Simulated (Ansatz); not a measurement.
A distorted cell of ZrCu5 (space group F-43m):

```xyz
6
Lattice="0.0000 3.2027 3.2027 3.2027 0.0000 3.2027 3.2027 3.2027 0.0000" Properties=species:S:1:pos:R:3 pbc="T T T"
Zr     0.0000     0.0000     0.0000
Cu     1.6013     1.6013     1.6013
Cu     3.9983     3.9983     3.9983
Cu     2.4070     2.4070     3.9983
Cu     2.4070     3.9983     2.4070
Cu     3.9983     2.4070     2.4070
```

All values below come from PBEsol (plane waves to 420 eV, PAW, scalar-relativistic; Ansatz, a first-principles code). k mesh 12×12×12 (Γ-centred), Fermi-Dirac smearing 0.05 eV. The energy includes the smearing's −TS. Compression counts positive. ZrCu5 is run without spin polarisation. ZrCu5 was relaxed with its symmetry unable to fall.

Give the stress tensor in GPa and the pressure.


```
   41.9      0.0      0.0
    0.0     41.9      0.0
    0.0      0.0     41.9
```
The pressure, a third of the trace, is 41.9 GPa.

It is the relaxed cell scaled evenly to V/V₀ = 0.840, atoms relaxed where free. What is its energy relative to the relaxed cell?

231 meV/atom.

(Under strain, the slope of the energy per volume gives the stress and its curvature an elastic modulus.)
